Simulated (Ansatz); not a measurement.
Question: Name crystals whose computed values (r²SCAN in the plane-wave PAW code Ansatz) fall in these windows: Θ_D (K) 450 to 570; B₀ by P(V) fit (GPa) 76 to 100.

Answer: 

```tsv
crystal	Θ_D (K)	B₀ by P(V) fit (GPa)
Al, fcc (Cu type)	510	91.9
SiGe, wurtzite	478	84.3
CaAl2O4, P6_3 (Pearson symbol hP42)	562	81.2
Si3Ge, P-4m2 (Si on 2g, Si on 1a, Ge on 1c)	550	90.8
SiGe, R-3m (Si on 6c, Ge on 6c)	476	84.3
```
Others may fit too.

Typed or built starts, not in the databases checked: Si3Ge, P-4m2 (Si on 2g, Si on 1a, Ge on 1c); SiGe, R-3m (Si on 6c, Ge on 6c). Standing as an ambient phase not checked: SiGe, wurtzite; CaAl2O4, P6_3 (Pearson symbol hP42). All cells were relaxed under the symmetry of their starts (and spin orders); stability against distortions was not tested throughout. Scalar-relativistic: spin–orbit coupling is off unless named, which matters more the heavier the elements.

Potentials: the earlier of the program's two PAW sets.
